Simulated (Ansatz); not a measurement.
Here is the system:

OsC:
```cif
data_COs
_chemical_formula_sum 'Os1 C1'
_space_group_name_H-M_alt 'P 1'
_space_group_IT_number 1
_cell_length_a 2.91681
_cell_length_b 2.91681
_cell_length_c 2.70616
_cell_angle_alpha 90.000
_cell_angle_beta 90.000
_cell_angle_gamma 120.000
loop_
_space_group_symop_operation_xyz
  'x, y, z'
loop_
_atom_site_label
_atom_site_type_symbol
_atom_site_fract_x
_atom_site_fract_y
_atom_site_fract_z
_atom_site_occupancy
Os1 Os 0.00000 0.00000 0.00000 1
C1 C 0.66667 0.33333 0.50000 1
```

This is the PBEsol-relaxed structure.

Task: All from DFT-PBEsol in the program Ansatz with PAW potentials, unless another level is named. Estimate the electronic character.

Result: metallic (no gap).

Task: And the formation energy from the elements (no fitted shifts)?

Result: 80 kJ/mol of atoms.

Task: Give the density of states at the Fermi level.

Result: 0.50 states/eV per atom (mean over ±0.08 eV).

Task: Next, the gap with spin–orbit coupling?

Result: none (metallic).

Space group P-6m2. A made-up cell: these elements were put on the sites of a structure type; neither database checked (COD, Materials Project) lists it. Whether it is the stable phase at ambient conditions was not checked. The PBEsol relaxation kept the symmetry of its start; whether a distortion lowers the energy is not shown. No spin polarisation was allowed. The references are the lowest solids computed at this level, not always the standard phases. Spin–orbit coupling is left out wherever it is not named.

Potentials: the earlier of the program's two PAW sets. The files were generated under PBE; for other functionals the program regenerates the frozen cores, and for LDA and PBEsol the local potential too.
